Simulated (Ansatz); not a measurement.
# What DFT gives for TiPt₃

```
CELL_PARAMETERS angstrom
3.95346 0.00000 0.00000
0.00000 3.95346 0.00000
0.00000 0.00000 3.95346
ATOMIC_POSITIONS crystal
Ti 0.00000 0.00000 0.00000
Pt 0.00000 0.50000 0.50000
Pt 0.50000 0.00000 0.50000
Pt 0.50000 0.50000 0.00000
```

Single point in Ansatz 0.2.0 with r2SCAN, no spin polarisation. Cutoff 500 eV, PAW datasets, 9×9×9 Γ-centred k mesh, fermi-dirac filling (width 0.0493 eV).

- Charges: Bader charges in e: Ti +1.70, Pt -0.57. In the mean Ti gives up most and Pt takes most.
- Formation energy: -0.91 eV an atom against the elements' usual phases (free molecules for gases, crystals otherwise, with no correction for O₂ or N₂), so it is bound against them; other compounds may still compete. Relaxing would lower it.
- Stress: The pressure is -6.0 GPa (compression positive), so with the atoms held at these fractions the cell would first shrink.
- At the Fermi level: It is a metal, with about 0.99 states/eV a cell as the mean within 0.25 eV of the Fermi level, mostly Ti d (48 %) and Pt d (43 %).
- Contacts: Ti–Pt at 2.80 Å: least valence density 0.26 e/Å³ and ELF 0.21 there. Pt–Pt at 2.80 Å: least valence density 0.37 e/Å³ and ELF 0.30 there. These are pseudo-fields; inside the PAW spheres they differ from the all-electron ones.

Origin: a database entry at a rescaled volume.
